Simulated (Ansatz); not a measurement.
# CaScBO₄ and a variant

Base: a refined structure from the COD whose atoms were relaxed with PBE, the cell held.

Space group Pnma (No. 62); a = 10.2830, b = 3.3636, c = 9.4320 Å.

| site | Wyckoff | site symmetry | x | y | z |
| --- | --- | --- | --- | --- | --- |
| Ca | 4c | .m. | 0.5890 | 0.7500 | 0.8429 |
| Sc | 4c | .m. | 0.3914 | 0.2500 | 0.5727 |
| B | 4c | .m. | 0.3042 | 0.2500 | 0.8647 |
| O13 | 4c | .m. | 0.5025 | 0.7500 | 0.6159 |
| O17 | 4c | .m. | 0.2427 | 0.2500 | 0.7338 |
| O21 | 4c | .m. | 0.2675 | 0.7500 | 0.4897 |
| O25 | 4c | .m. | 0.4377 | 0.2500 | 0.8750 |

One atom of each set is listed.

All values are calculated (Ansatz; DFT, PBE, plane waves and PAW, scalar-relativistic, 420 eV cutoff, Γ-centred 2×6×3 k-points, Fermi–Dirac smearing 0.02 eV), not measured.

(1) Variant: atom 8 (Sc) replaced by Bi, ions relaxed, the cell held. What happens to the gradients (10²¹ V/m²)?

## Answers

(1) 

```tsv
site	atoms alike	V_zz base	η base	V_zz variant	η variant
Ca2	1	-2.41	0.17	-1.99	0.51
Ca3	1	-2.41	0.17	-3.42	0.20
Ca4	1	-2.41	0.17	3.45	0.74
Sc6	1	4.94	0.12	5.42	0.06
Sc7	1	4.94	0.12	3.66	0.10
Sc8	1	4.94	0.12	Bi 18.15	0.62
B9	1	2.60	0.09	2.62	0.09
B11	1	2.60	0.09	2.52	0.07
O13	1	-0.60	0.12	3.58	0.50
O14	1	-0.60	0.12	-1.36	0.75
O16	1	-0.60	0.12	-3.35	0.10
O20	1	5.24	0.89	-4.77	0.99
O24	1	-6.76	0.47	-5.95	0.66
O27	1	5.07	0.87	4.67	0.53
```

The largest change of V_zz along a kept axis among the elements kept is on O16, from -0.60 to -3.35. Where |V_zz| stays above 0.1 and the axes keep their order, η moves most on O14, from 0.12 to 0.75. On Sc7, Ca2, Ca3, O16 V_xx and V_yy change places (or their axes turn by over 50°), so the two values of η hide a larger change. On O20, Ca4, O13 the largest principal value lies along another axis in the second run, so the two V_zz can't be compared directly. The table leaves out 14 of the 28 sites, with |V_zz| up to 7.09; their tensors move by 1.94 at most along any direction. The statements above cover all sites. The number of symmetry-distinct sites goes from 7 to 28.

The Bi atoms stand 3.36 Å apart, so this is an ordered compound, not a dilute alloy. The relaxation keeps the symmetry of the start, which can hold atoms on axes and η at zero.

For the variant: The substituted crystal keeps its parent's cell, where the PBE pressure is 7 GPa, so with PBE the cell would grow if it were relaxed. Spin–orbit coupling is left out, which shifts gradients on Bi by a few per cent, and by more where contributions nearly cancel.
